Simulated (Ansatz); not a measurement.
**K3Ge: changing the choice of potentials or basis**

The cell as given:

```yaml
crystal:
  lattice:
    - [0.00000, 4.31101, 4.31101]
    - [4.31101, 0.00000, 4.31101]
    - [4.31101, 4.31101, 0.00000]
  atoms:
    - { symbol: Ge, position: [0.00000, 0.00000, 0.00000] }
    - { symbol: K, position: [0.50000, 0.50000, 0.50000] }
    - { symbol: K, position: [0.75000, 0.75000, 0.75000] }
    - { symbol: K, position: [0.25000, 0.25000, 0.25000] }
```

The cell comes from a database or a generator and needn't be the stable form of this composition.

Kept alike: task relaxation of cell and atoms; functional PBE; k mesh 6 × 6 × 6; occupations fermi-dirac, width 0.05 eV; no spin polarisation. Program: Ansatz. Cutoffs run from 420 to 1687 eV. The mesh is that of the run's cell of 4 atoms. No spin-orbit coupling.

| choice of potentials or basis | volume (Å³/atom) |
| --- | --- |
| Ansatz NC | 40.060 |
| Ansatz PAW | 40.060 |
| Ansatz PAW (files of its older set among them) | 40.060 |
| JTH PAW | 40.379 |
| PseudoDojo standard (PBE files) | 40.060 |
| PseudoDojo stringent (PBE files) | 40.060 |
| SPMS NC | 40.122 |

Stopped at the starting cell, within the stress tolerance: Ansatz NC, Ansatz PAW, Ansatz PAW (files of its older set among them), PseudoDojo standard (PBE files), PseudoDojo stringent (PBE files). The relaxations keep at least the cell's symmetry (Fm-3m). For a metal such a mesh leaves the last digits unconverged. Relaxations stop with a little pressure left, so the last digits of a volume or edge aren't settled.

Q: What does the choice of potentials or basis change here?

A: The volume runs from 40.060 (Ansatz NC; Ansatz PAW; Ansatz PAW (files of its older set among them); PseudoDojo standard (PBE files); PseudoDojo stringent (PBE files)) to 40.379 Å³/atom (JTH PAW).
